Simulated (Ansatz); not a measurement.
W:
```
W
1.0
    2.73567     0.00000     0.00000
   -1.36783     2.36916     0.00000
    0.00000     0.00000     4.85340
W
2
Cartesian
  1.36783   0.78972   3.64005
  0.00000   1.57944   1.21335
```

Relaxed with LDA. Special points in fractions of this cell's reciprocal vectors: Γ (0.000, 0.000, 0.000); M (0.500, 0.000, 0.000); K (0.333, 0.333, 0.000); A (0.000, 0.000, 0.500); L (0.500, 0.000, 0.500); H (0.333, 0.333, 0.500).

**Question.** List the band energies nearest the Fermi level at these points for LDA in the plane-wave PAW code Ansatz.

**Answer.** In eV from the Fermi level; about four levels below and three above (degenerate sets whole), none deeper than 8.9 eV; … stands for higher levels left out; points with the same levels are listed once.

```
k                          below                above
-  -----------------------------  -------------------
Γ        -1.79 -0.53 -0.53 -0.03  0.09 0.09 2.01 2.01
M        -1.33 -0.80 -0.37 -0.30       4.92 5.95 6.29
K  -2.86 -2.86 -2.41 -1.61 -1.61  0.36 3.30 3.38 3.38
A        -0.49 -0.49 -0.49 -0.49                    …
L        -5.65 -5.65 -3.66 -3.66  1.47 1.47 1.68 1.68
H        -2.96 -2.96 -1.34 -1.34  0.63 0.63 4.57 4.57
```

Space group P6_3/mmc (hcp (Mg type)). The first step of the workflow began from a Materials Project structure, measured or hypothetical; the Crystallography Open Database copy checked does not list it. It is not the phase usual at ambient conditions (space group No. 229). Symmetry was held in the LDA relaxation; whether a distortion lowers the energy is not shown. No spin polarisation was allowed. Spin–orbit coupling is left out wherever it is not named.

Potentials: the later of the program's two PAW sets.
